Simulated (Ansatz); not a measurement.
GaAs:
```
CELL_PARAMETERS angstrom
      0.00000     2.83325     2.83325
      2.83325     0.00000     2.83325
      2.83325     2.83325     0.00000
ATOMIC_POSITIONS crystal
  As 0.75000 0.75000 0.75000
  Ga 0.00000 0.00000 0.00000
```

Relaxed with r²SCAN. r²SCAN (plane waves, PAW; program Ansatz) gives a gap of 0.96 eV.

### Question
What gap does HSE06 give on the same cell (Ansatz, PAW)?

### Answer
1.36 eV, 0.40 eV more. The hybrid was solved on a coarser mesh and at special points; its gap is the smallest among all of these.

| k | v1 r²SCAN | c1 r²SCAN | v1 HSE06 | c1 HSE06 |
|---|---|---|---|---|
| Γ | 0.00 | 0.96 | 0.00 | 1.36 |
| X | -2.75 | 1.78 | ? | ? |
| L | -1.17 | 1.35 | ? | ? |
| W | -3.40 | 5.00 | ? | ? |
| K | -2.32 | 2.28 | ? | ? |

### Question
Top valence (v1) and lowest conduction level (c1) in eV from each method's valence maximum (which need not be a listed point): supply the withheld HSE06 values.

### Answer

- L, v1 HSE06: -1.22
- L, c1 HSE06: 1.74
- W, v1 HSE06: -3.57
- W, c1 HSE06: 5.45
- X, v1 HSE06: -2.89
- X, c1 HSE06: 2.07
- K, v1 HSE06: -2.43
- K, c1 HSE06: 2.63

Cost on shared cores: the r²SCAN run (SCF on a 9×9×9 mesh, then bands and DOS) about 27 core-seconds (a rough figure), the HSE06 run (SCF on 6×6×6, then a few points) around 120 core-seconds (rough); the tasks are unlike.

Space group F-43m (zinc blende). The cell was relaxed with r²SCAN under the symmetry of its start; phonons on a q-mesh show no instability. Scalar-relativistic: spin–orbit coupling is off unless named, which matters more the heavier the elements.

Potentials: the later of the program's two PAW sets.
